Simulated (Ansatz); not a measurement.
TiN:
```cif
data_N4Ti4
_chemical_formula_sum 'Ti4 N4'
_space_group_name_H-M_alt 'Fm-3m'
_space_group_IT_number 225
_space_group_name_Hall '-F 4 2 3'
_cell_length_a 4.23231
_cell_length_b 4.23231
_cell_length_c 4.23231
_cell_angle_alpha 90.000
_cell_angle_beta 90.000
_cell_angle_gamma 90.000
loop_
_atom_site_label
_atom_site_type_symbol
_atom_site_symmetry_multiplicity
_atom_site_Wyckoff_symbol
_atom_site_fract_x
_atom_site_fract_y
_atom_site_fract_z
_atom_site_occupancy
Ti1 Ti 4 b 0.50000 0.50000 0.50000 1
N1 N 4 a 0.00000 0.00000 0.00000 1
```
(The calculation used a cell of 2 atoms; values per cell refer to that cell.)

Relaxed with r²SCAN.

Problem. Which orbitals make up the states near the Fermi level in the program Ansatz at the r²SCAN level (PAW)?

Solution. Within 0.5 eV of the Fermi level: Ti 3d 85 %, N 2p 13 %. Projections are on Löwdin-orthogonalised atomic valence shells; empty p or d shells of many metals are not among them.

Problem. Tabulate the density of states.

Solution. States/eV per cell of 2 atoms, in 0.25 eV bins, energy from the Fermi level.

| E (eV) | total | Ti 3d | N 2p | N 2s |
|---|---|---|---|---|
| -7.85 | 0.42 | 0.11 | 0.24 | 0.01 |
| -7.60 | 0.62 | 0.16 | 0.36 | 0.01 |
| -7.35 | 1.02 | 0.25 | 0.61 | 0.01 |
| -7.10 | 1.17 | 0.27 | 0.73 | 0.02 |
| -6.85 | 1.35 | 0.28 | 0.89 | 0.02 |
| -6.60 | 0.96 | 0.18 | 0.66 | 0.01 |
| -6.35 | 0.96 | 0.14 | 0.72 | 0.01 |
| -6.10 | 0.54 | 0.11 | 0.39 | 0.01 |
| -5.85 | 3.05 | 0.92 | 2.01 | 0.02 |
| -5.60 | 3.01 | 1.01 | 1.92 | 0.02 |
| -5.35 | 2.68 | 0.86 | 1.75 | 0.01 |
| -5.10 | 1.81 | 0.57 | 1.19 | 0.01 |
| -4.85 | 1.45 | 0.44 | 0.96 | 0.01 |
| -4.60 | 1.19 | 0.34 | 0.81 | 0.01 |
| -4.35 | 1.01 | 0.27 | 0.71 | 0.00 |
| -4.10 | 0.84 | 0.20 | 0.61 | 0.00 |
| -3.85 | 0.71 | 0.15 | 0.55 | 0.00 |
| -3.60 | 0.35 | 0.08 | 0.27 | 0.00 |
| -3.35 | 0.19 | 0.04 | 0.14 | 0.00 |
| -3.10 | 0.12 | 0.03 | 0.09 | 0.00 |
| -2.85 | 0.10 | 0.03 | 0.06 | 0.00 |
| -2.60 | 0.10 | 0.05 | 0.04 | 0.00 |
| -2.35 | 0.10 | 0.08 | 0.02 | 0.00 |
| -2.10 | 0.15 | 0.11 | 0.03 | 0.00 |
| -1.85 | 0.20 | 0.15 | 0.04 | 0.00 |
| -1.60 | 0.25 | 0.20 | 0.05 | 0.00 |
| -1.35 | 0.31 | 0.25 | 0.06 | 0.00 |
| -1.10 | 0.38 | 0.31 | 0.07 | 0.00 |
| -0.85 | 0.47 | 0.39 | 0.08 | 0.00 |
| -0.60 | 0.61 | 0.52 | 0.08 | 0.00 |
| -0.35 | 0.70 | 0.59 | 0.09 | 0.00 |
| -0.10 | 0.78 | 0.66 | 0.10 | 0.00 |
| 0.15 | 0.87 | 0.75 | 0.11 | 0.01 |
| 0.40 | 0.99 | 0.85 | 0.12 | 0.01 |
| 0.65 | 1.17 | 1.01 | 0.13 | 0.01 |
| 0.90 | 1.41 | 1.24 | 0.14 | 0.01 |
| 1.15 | 1.58 | 1.41 | 0.14 | 0.01 |
| 1.40 | 1.98 | 1.77 | 0.17 | 0.01 |
| 1.65 | 2.95 | 2.70 | 0.20 | 0.02 |
| 1.90 | 2.80 | 2.54 | 0.21 | 0.02 |
| 2.15 | 2.99 | 2.53 | 0.40 | 0.01 |
| 2.40 | 4.78 | 4.21 | 0.50 | 0.01 |
| 2.65 | 0.74 | 0.58 | 0.13 | 0.02 |
| 2.90 | 0.78 | 0.58 | 0.14 | 0.03 |
| 3.15 | 0.95 | 0.69 | 0.16 | 0.07 |
| 3.40 | 1.14 | 0.81 | 0.17 | 0.11 |
| 3.65 | 1.07 | 0.74 | 0.18 | 0.11 |
| 3.90 | 1.43 | 0.97 | 0.21 | 0.19 |
| 4.15 | 1.54 | 1.02 | 0.28 | 0.17 |
| 4.40 | 1.30 | 0.84 | 0.29 | 0.11 |
| 4.65 | 1.16 | 0.74 | 0.29 | 0.08 |

Symmetry was held in the r²SCAN relaxation. No spin polarisation was allowed. The volume moved by -36 % from the start of the relaxation. With an odd number of electrons in the cell and no spin polarisation, the count alone makes it a metal.

Potentials: the later of the program's two PAW sets.
